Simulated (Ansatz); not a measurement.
AlN:
```xyz
2
Lattice="0.0000 2.1848 2.1848 2.1848 0.0000 2.1848 2.1848 2.1848 0.0000" Properties=species:S:1:pos:R:3 pbc="T T T"
Al     0.0000     0.0000     0.0000
N      1.0924     1.0924     1.0924
```

Relaxed with r²SCAN.

**Question.** Give the optical modes at the zone centre with their infrared and Raman activity from DFPT, r²SCAN (plane waves, PAW; program Ansatz).

**Answer.** Transverse frequencies, without the LO–TO term; a row sums one degenerate level.

```csv
ω (cm⁻¹),degeneracy,IR ((D/Å)²/amu),Raman (Å⁴/amu),activity,symmetry
664,3,48.60,14,IR+Raman,T2
```

**Question.** How high does the top mode go among those that the LO–TO term moves?

**Answer.** 911 cm⁻¹ for q along x.

Space group F-43m (zinc blende). The cell was relaxed with r²SCAN under the symmetry of its start; phonons on a q-mesh show no instability.

Potentials: the earlier of the program's two PAW sets.
